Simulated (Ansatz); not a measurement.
HfC₄: rattling a relaxed structure

The structure comes from a proposed guess, relaxed at this level; another structure or a mixture of phases may lie lower.

Method: DFT PBE, scalar-relativistic, plane waves, PAW (Ansatz 0.2.0). Settings: cutoff 420 eV, Γ-centred mesh 12×12×4 on the computed 15-atom cell, Gaussian smearing of 0.10 eV; no spin polarisation.

The cell below (15 atoms, space group P-3m1 (No. 164)) is relaxed within its symmetry.

```
CELL_PARAMETERS angstrom
4.32128 0.00000 0.00000
-2.16064 3.74234 0.00000
0.00000 0.00000 10.23244
ATOMIC_POSITIONS crystal
Hf 0.00000 0.00000 0.00000
Hf 0.33333 0.66667 0.39759
Hf 0.66667 0.33333 0.60241
C 0.66631 0.66707 0.80124
C 0.00076 0.66707 0.80124
C 0.00076 0.33369 0.80124
C 0.33293 0.33369 0.80124
C 0.33293 0.99924 0.80124
C 0.66631 0.99924 0.80124
C 0.66707 0.66631 0.19876
C 0.99924 0.66631 0.19876
C 0.33369 0.33293 0.19876
C 0.99924 0.33293 0.19876
C 0.33369 0.00076 0.19876
C 0.66707 0.00076 0.19876
```

For the test it was strained at random (σ = 1.5 % a component), the atoms were moved at random (σ = 0.10 Å), and all was relaxed again on a coarse 6×6×2 mesh (in the run’s order of axes) with 0.20 eV smearing, with no symmetry imposed.

These runs have no spin–orbit coupling, which can matter for Hf.

Problem. Does it come back?

Solution. It returns, within 1 meV/atom of the unmoved cell on that mesh and with the same symmetry when read at 0.1 Å. No instability shows in this cell; modes of other wave vectors, which need another repeat, aren't tested.
